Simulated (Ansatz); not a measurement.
ZnSb4Mo2, a known structure type with other elements, at an estimated volume

```
CELL_PARAMETERS angstrom
0.00000 3.58237 0.00000
4.03897 -1.79119 5.64316
3.11648 0.00000 -5.64316
ATOMIC_POSITIONS crystal
Zn 0.00000 0.00000 0.00000
Sb 0.36220 0.72440 0.02280
Sb 0.63780 0.27560 0.97720
Sb 0.10450 0.20900 0.44110
Sb 0.89550 0.79100 0.55890
Mo 0.25690 0.51380 0.30950
Mo 0.74310 0.48620 0.69050
```

Level: PBE, no spin polarisation; 420 eV; 7×7×4 Γ-centred mesh; cold occupations (width 0.021 eV); Ansatz 0.2.0, fixed geometry.

Question: Is there a gap?

Answer: It is a metal, with about 3.6 states/eV a cell as the mean within 0.25 eV of the Fermi level, mostly Mo d (51 %) and Sb p (39 %).

Question: What is the formation energy?

Answer: 0.29 eV an atom against the elements' usual phases (free molecules for gases, crystals otherwise, with no correction for O₂ or N₂), so at this geometry it isn't bound against them. Relaxing would lower it.

Question: How is the charge shared?

Answer: Bader charges in e: Zn +0.18, Sb -0.19 to -0.15, Mo +0.24. In the mean Mo gives up most and Sb takes most, against the order of Pauling's electronegativities.

Question: What does the stress say?

Answer: The pressure is 12.1 GPa (compression positive), so with the atoms held at these fractions the cell would first expand; the forces are large, so a full relaxation may end otherwise. The principal stresses 8.6, 13.6, 14.2 GPa differ, so its shape would change too.

Question: Where is the largest force?

Answer: The largest is on Sb4 (and as large on other atoms): 2.65 eV/Å, components (-1.18, 0.00, -2.37). It makes 94° with the line to a nearest neighbour, Zn1 at 2.58 Å.

Question: What do density and ELF say about some of the short contacts?

Answer: Zn–Sb at 2.58 Å: least valence density 0.38 e/Å³ and ELF 0.39 there. Sb–Mo at 2.60 Å: least valence density 0.48 e/Å³ and ELF 0.39 there. These are pseudo-fields; inside the PAW spheres they differ from the all-electron ones.

Origin: a known structure type with other elements, at an estimated volume, so it need not be a known compound. Caveats: atoms or cell far from equilibrium.
